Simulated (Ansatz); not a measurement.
NbB2:
```
NbB2
1.0
    3.10094     0.00000     0.00000
   -1.55047     2.68549     0.00000
    0.00000     0.00000     3.32585
B Nb
2 1
Direct
  0.33333   0.66667   0.50000
  0.66667   0.33333   0.50000
  0.00000   0.00000   0.00000
```

Relaxed with r²SCAN.

Give the Bader charges and basin volumes of the independent atoms, the program Ansatz at the r²SCAN level (PAW).



```
atom  Bader charge (e)  Bader volume (Å³)
----  ----------------  -----------------
B1               -0.71                8.2
Nb3              +1.41               11.4
```

Space group P6/mmm. The workflow started from an entry of the Crystallography Open Database (COD). Its standing as an ambient phase is unchecked. The cell was relaxed with r²SCAN under the symmetry of its start; whether a distortion lowers the energy is not shown. No spin polarisation was allowed.

Potentials: the later of the program's two PAW sets.
